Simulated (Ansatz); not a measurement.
**Data sheet: SrNbO$_{3}$ (DFT)**

SrNbO₃:
```cif
data_NbO3Sr
_chemical_formula_sum 'Sr1 Nb1 O3'
_space_group_name_H-M_alt 'Pm-3m'
_space_group_IT_number 221
_space_group_name_Hall '-P 4 2 3'
_cell_length_a 3.98514
_cell_length_b 3.98514
_cell_length_c 3.98514
_cell_angle_alpha 90.000
_cell_angle_beta 90.000
_cell_angle_gamma 90.000
loop_
_atom_site_label
_atom_site_type_symbol
_atom_site_symmetry_multiplicity
_atom_site_Wyckoff_symbol
_atom_site_fract_x
_atom_site_fract_y
_atom_site_fract_z
_atom_site_occupancy
Sr1 Sr 1 b 0.50000 0.50000 0.50000 1
Nb1 Nb 1 a 0.00000 0.00000 0.00000 1
O1 O 3 d 0.00000 0.00000 0.50000 1
```

Space group Pm-3m (No. 221), cubic perovskite; conventional cell a = b = c = 3.985 Å, α = β = γ = 90.00°.

Method: LDA in the plane-wave PAW code Ansatz. Geometry: relaxed at this level of theory. Other levels are named where they apply.

Cell and energy:

- Volume per atom: 12.66 Å³
- Density: 6.00 g/cm³
- Formation energy from the elements (no fitted shifts): -3.04 eV/atom

Electronic structure:

* **Electronic character**: metallic (no gap)
* **Density of states at the Fermi level**: 0.22 states/eV per atom (mean over ±0.08 eV)

Mechanics:

* **Bulk modulus (Birch–Murnaghan fit)**: 203 GPa
* **Pressure derivative B′**: 4.4
* **Elastic constants (relaxed ions, GPa)**: C11 = 414, C12 = 98.4, C44 = 61.5
* **Mechanical stability**: stable (all eigenvalues of C positive)
* **Hill bulk and shear moduli**: 203 and 90.6 GPa
* **Young's modulus**: 237 GPa
* **Poisson's ratio**: 0.31
* **Debye temperature from the elastic constants**: 555 K

Phonons:

- Highest zone-centre frequency = 80.3 meV
- Zone-centre stability = no imaginary mode at Γ

The first step of the workflow began from a Materials Project structure, measured or hypothetical; the Crystallography Open Database copy checked does not list it. COD files the formula under space group No. 62. Its standing as an ambient phase is unchecked. The cell was relaxed with LDA under the symmetry of its start. The run is not spin-polarised. With an odd number of electrons in the cell and no spin polarisation, the count alone makes it a metal. As this level gives no gap, shear constants depend on the k-mesh and smearing (Fermi–Dirac, 0.1 eV here). As this level gives no gap, phonon frequencies hold no LO–TO term and depend on the k-mesh and smearing (Fermi–Dirac, 0.1 eV here). The references are the lowest solids computed at this level, not always the standard phases (solids in place of the gases). Scalar-relativistic: spin–orbit coupling is off unless named, which matters more the heavier the elements.

Potentials: the later of the program's two PAW sets.
